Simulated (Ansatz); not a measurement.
## Cs2SrYCl6: single run (Ansatz)

The input file (Ansatz 0.2.0, plane waves):

```yaml
crystal:
  lattice:
    - [0.0, 5.444599, 5.444599]
    - [5.444599, 0.0, 5.444599]
    - [5.444599, 5.444599, 0.0]
  atoms:
    - { symbol: Cs, position: [0.25, 0.25, 0.25] }
    - { symbol: Cs, position: [0.75, 0.75, 0.75] }
    - { symbol: "Y", position: [0.0, 0.0, 0.0] }
    - { symbol: Cl, position: [0.7561, 0.2439, 0.2439] }
    - { symbol: Cl, position: [0.2439, 0.7561, 0.2439] }
    - { symbol: Cl, position: [0.2439, 0.7561, 0.7561] }
    - { symbol: Cl, position: [0.7561, 0.2439, 0.7561] }
    - { symbol: Cl, position: [0.2439, 0.2439, 0.7561] }
    - { symbol: Cl, position: [0.7561, 0.7561, 0.2439] }
    - { symbol: Sr, position: [0.5, 0.5, 0.5] }
  symmetry: { tolerance: 0.0003 }
kpoints:
  mp_grid: { grid: [3, 3, 3], shift: [0, 0, 0] }
magnetization:
  spin_polarized: false
scf:
  occupations: { method: tetrahedron }
hamiltonian:
  pseudopotentials: { kind: paw }
  xc: pbe
basis:
  ecutwfc: 420
  ecutrho_ratio: 9
output:
  forces: true
  stress: true
  eigenvalues: true
```

Run with:

```bash
ansatz run input.yaml --threads 1 --pin off --max-ram 2560MiB --backend cpu --events-out ev --progress --plain --runs-dir out
```

Origin of the cell: a known structure type with other elements, at an estimated volume, so it need not be a known compound.

Output (shortened):

```
Warning: output.forces, output.stress, relax.cell or npt_langevin: where a Kohn–Sham band that disperses or a degenerate level is filled in part under the method tetrahedron, the forces or th […]
band count auto-derived: 52 (N_el = 81.0; filled up to band 41; 51 by the electrons, moments and atoms)
Pseudopotentials: kind: paw
Pseudopotential: Cs, paw, valence charge 9, recommended cutoff 420 eV (normal), Cs.paw.azcp
Pseudopotential: Y, paw, valence charge 11, recommended cutoff 420 eV (normal), Y.paw.azcp
Pseudopotential: Cl, paw, valence charge 7, recommended cutoff 420 eV (normal), Cl.paw.azcp
Pseudopotential: Sr, paw, valence charge 10, recommended cutoff 420 eV (normal), Sr.paw.azcp
Functional definition: PBE
  exchange = pbe_x(kappa = kappa, mu = beta*pi^2/3)
  correlation = pbe_c(beta = beta)
Crystal: 10 atoms, lattice volume = 322.796 Å³
Basis set: ecut = 420 eV, 6303 PW (Γ), exchange–correlation on 160×160×160 points (8 copies of the dense FFT grid, shifted against one another)
[… 12 lines left out …]
Initial density: superposition of atomic densities (neutral atoms: chi_scale 0, normalization atom), corrected by the library's trained network
Functional: x = pbe(κ = 0.804, μ = 0.219515), c = pbe(β = 0.066725)
SCF iter   1: F=—  HF=-25232.402320 eV  Δρ=2.98e-3  dr2=1.00e-1
SCF iter   2: F=—  HF=-25232.387952 eV  Δρ=1.77e-3  dr2=4.11e-2  defer=10
SCF iter   3: F=—  HF=-25232.379109 eV  Δρ=6.43e-4  dr2=7.36e-3  defer=11
SCF iter   4: F=—  HF=-25232.378346 eV  Δρ=2.81e-4  dr2=1.05e-3  defer=11
SCF iter   5: F=—  HF=-25232.378341 eV  Δρ=7.55e-5  dr2=3.50e-5  defer=11
SCF iter   6: F=—  HF=-25232.378264 eV  Δρ=2.76e-5  dr2=4.43e-6  defer=11
SCF iter   7: F=—  HF=-25232.378263 eV  Δρ=6.38e-6  dr2=2.27e-7  defer=11
SCF iter   8: F=-25232.378268 eV  HF=-25232.378268 eV  Δρ=2.06e-6  dr2=2.18e-8
SCF 1 converged in 8 iterations: F = -25232.378268 eV  dr2 = 2.18e-8
SCF converged after 8 iterations
Stability not checked: this state was not tested for a lower state beside it, because cold or Methfessel-Paxton smearing, or corrected tetrahedra, fill the levels in a way that the test cannot read (fill_not_monotonic; […]
Free energy (F): -25232.378268 eV
Harris-Foulkes:  -25232.378268 eV  (|F-HF|=5.94e-8)
Internal energy: -25232.368096 eV  (E = F + TS)
E sigma→0 (E₀):  -25232.378268 eV
Entropy (-TS):   -0.010172 eV (-1.017 meV/atom)
Fermi energy:    7.981099 eV
--- Per-component energies (eV) ---
  E_band       = -475.872886
  E_kinetic    = 1811.927213
  E_local      = -3691.962084  (includes V_loc(G=0)·N_el)
  E_nonlocal   = 482.830487
  E_hartree    = 1196.039293
  E_xc         = -1343.827880
  E_vxc        = -1353.765020  (∫ρ·V_xc dr)
  E_paw        = -19609.708291  (= ΣΔE_a)
  E_vpaw       = -116.983757  (= ΣTr[D̂ρ^β])
  E_aug_tail   = 0.000010  (compensation charges beyond the density's cutoff)
  E_ewald      = -4077.666845
  E_smearing   = -0.010172  (= −TS)
  Σ components = -25232.378268   (vs F -25232.378268, Δ=0.00e0)
--- Forces (eV/Å), atoms counted from 1 ---
  atom   1  Cs     0.000000     0.000000    -0.000000
  atom   2  Cs    -0.000000     0.000000    -0.000000
  atom   3  Y     -0.000000     0.000000    -0.000000
  atom   4  Cl    -0.110852     0.000000     0.000000
  atom   5  Cl    -0.000000    -0.110852     0.000000
  atom   6  Cl     0.110852    -0.000000    -0.000000
  atom   7  Cl     0.000000     0.110852    -0.000000
  atom   8  Cl    -0.000000     0.000000    -0.110852
  atom   9  Cl     0.000000    -0.000000     0.110852
  atom  10  Sr    -0.000000     0.000000    -0.000000
  max |Σ_I F_I| component: 2.78e-17 eV/Å
--- Stress (GPa, compression-positive) ---
        1.639245      -0.000000      -0.000000
       -0.000000       1.639245      -0.000000
        0.000000      -0.000000       1.639245
  P = ⅓ Tr σ = 1.6392 GPa (16.392 kbar)
```

Caveats: forces and stress under tetrahedra may miss the slope of the energy; no moments, though an odd count or open d shells may carry them; the k mesh is coarse if the cell is a metal.

Time: 5 s on 1 thread of AMD EPYC 9R14 (Zen 4), with other jobs on the host, peak memory 1 GiB, from the program's own first density.
